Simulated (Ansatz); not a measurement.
VCu3Se4:
```
CELL_PARAMETERS angstrom
      5.58162     0.00000     0.00000
      0.00000     5.58162     0.00000
      0.00000     0.00000     5.58162
ATOMIC_POSITIONS crystal
  V  0.00000 0.00000 0.00000
  Cu 0.00000 0.50000 0.00000
  Cu 0.50000 0.00000 0.00000
  Cu 0.00000 0.00000 0.50000
  Se 0.24279 0.24279 0.24279
  Se 0.24279 0.75721 0.75721
  Se 0.75721 0.75721 0.24279
  Se 0.75721 0.24279 0.75721
```

Relaxed with r²SCAN. Special points in fractions of this cell's reciprocal vectors: Γ (0.000, 0.000, 0.000); X (0.000, 0.500, 0.000); M (0.500, 0.500, 0.000); R (0.500, 0.500, 0.500).

Problem. List the band energies nearest the valence-band maximum at these points for r²SCAN (plane waves, PAW; program Ansatz).

Solution. In eV from the valence-band maximum; about four levels below and three above (degenerate sets whole), none deeper than 8.9 eV; points with the same levels are listed once.

```csv
k,below,above
Γ,-1.58 -1.58 -1.58 -1.58 -0.58 -0.58 -0.58,1.10 1.10 1.83 1.83 1.83
X,-1.43 -1.34 -0.57 -0.57,0.99 1.27 1.44
M,-1.56 -0.95 -0.95 -0.18,1.23 1.27 1.67
R,-1.69 -1.69 0.00 0.00 0.00,1.62 1.62 2.05 2.05 2.05
```

Space group P-43m. The workflow started from a Materials Project entry (that database holds measured and hypothetical structures alike); the Crystallography Open Database copy checked does not list it. Its standing as an ambient phase is unchecked. Symmetry was held in the r²SCAN relaxation; its stability against distortions is not shown here. No spin polarisation was allowed. Spin–orbit coupling is left out wherever it is not named.

Potentials: the later of the program's two PAW sets.
